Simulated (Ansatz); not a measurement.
**Sn$_{3}$Bi: energy along a strain**

Sn$_{3}$Bi, Pm-3m, a = 4.849 Å. The structure is a Materials Project entry; whether it is the stable form wasn't checked. Ansatz: r2SCAN, PAW, 500 eV, Γ-centred 10×10×10 mesh on 4 atoms, Gaussian smearing 0.15 eV; no spin polarisation. Cell vectors (Å): 4.849 0.000 0.000; 0.000 4.849 0.000; 0.000 0.000 4.849. The cell is strained by x per cent times the pattern (0 0 0 1 0 0) in the order xx yy zz yz xz xy (engineering shears), with fractional coordinates held. y is the free energy over the start, V0 = 28.510 Å³/atom. Symmetry makes y even in x.

```
x (%) y (meV/atom)
-4.00             ?
-2.00          0.58
 0.00          0.00
 1.00          0.14
 2.50          0.92
 3.00          1.34
 3.50          1.84
```

Q: Fit y = c2 x² + c4 x⁴ to the other rows, get the stiffness along the pattern, and predict the missing energy.

A: Least squares on the rows shown. y = 0.1435 x² + 0.0005587 x⁴. The clamped-ion stiffness p·C·p = 2 × 1.435 eV × 160.2 / 28.510 Å³ = 16.1 GPa, which is C44 in these axes. At x = -4.00 the fit asked for gives 2.44 meV/atom. The run gave 2.41 meV/atom, so the fit is 0.03 meV/atom too high, a small miss on the scale of the series.

Spin–orbit coupling is left out, which can shift energies with elements as heavy as these.

Cost: 7 runs of about 16 core-minutes in all, on Intel Xeon Processor @ 2.50GHz (Skylake/Cascade Lake) (shared hosts).